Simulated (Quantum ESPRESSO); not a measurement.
Electric field gradients in Al$_{2}$O$_{3}$ (changed cell)

```
CELL_PARAMETERS angstrom
      2.42654     1.40096     4.28464
     -2.42654     1.40096     4.28464
      0.00000    -2.80193     4.28464
ATOMIC_POSITIONS crystal
  Al 0.14701 0.14701 0.14701
  Al 0.85299 0.85299 0.85299
  Al 0.35299 0.35299 0.35299
  Al 0.64701 0.64701 0.64701
  O  0.94486 0.55514 0.25000
  O  0.05514 0.44486 0.75000
  O  0.25000 0.94486 0.55514
  O  0.75000 0.05514 0.44486
  O  0.55514 0.25000 0.94486
  O  0.44486 0.75000 0.05514
```
The cell was made here from a computed Materials Project entry: strained by -2 % along the unique axis and by +1 % across it, atoms relaxed (PBE without dispersion, pw.x of a modified build of Quantum ESPRESSO, symmetry kept). The parent is Al2O3 in R-3c. Stability against distortions was not tested.

Convention: |Vzz| is the largest principal value, η_Q = (Vxx − Vyy)/Vzz, |C_Q| = |eQVzz/h|. Cores are frozen. Against all-electron runs on small test molecules, this scheme's |Vzz| missed by −7 % on Al, −2 to +6 % on O.

Quadrupole moments taken as inputs (sizes, barn, from the tables of PySCF and pymatgen): ²⁷Al 0.1466, ¹⁷O 0.0256.

**Question.** What do the calculations give at each independent site (field gradients by PBE PAW (JTH datasets; density from pw.x of Quantum ESPRESSO, gradients reconstructed from it by a script), 22.5 Ha, k-mesh 6×6×6 through Γ)?

**Answer.** 
| site | site symmetry | Vzz (10²¹ V/m²) | η_Q | ∣C_Q∣ (MHz) |
|---|---|---|---|---|
| Al (atoms 1, 2, 3, 4) | 3 | 0.70 | 0.00 | 2.49 (²⁷Al) |
| O (atoms 5, 6, 7, 8, 9, 10) | 2 | -3.89 | 0.25 | 2.41 (¹⁷O) |
